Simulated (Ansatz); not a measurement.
A distorted cell of W (bcc, W type):

```xyz
1
Lattice="-1.5019 1.5019 1.5019 1.5019 -1.5019 1.5019 1.5019 1.5019 -1.5019" Properties=species:S:1:pos:R:3 pbc="T T T"
W      0.0000     0.0000     0.0000
```

Method: PBE (plane waves to 420 eV, PAW, scalar-relativistic; Ansatz, a first-principles code). k mesh 20×20×20 (Γ-centred), Fermi-Dirac smearing 0.05 eV. Energies are smeared free energies. Stress and pressure are positive under compression. Spin-orbit coupling is left out, though W is heavy. W is run without spin polarisation. W was relaxed with its symmetry unable to fall.

Task: What is the stress tensor (GPa)?

Result: 
```
   75.6      0.0      0.0
    0.0     75.6      0.0
    0.0      0.0     75.6
```
The pressure, a third of the trace, is 75.6 GPa.

Task: It is the relaxed cell scaled evenly to V/V₀ = 0.840, atoms relaxed where free. What is its energy relative to the relaxed cell?

Result: 527 meV/atom.

(A scan under strain: stresses follow from slopes of the energy per volume, elastic moduli from its curvatures.)
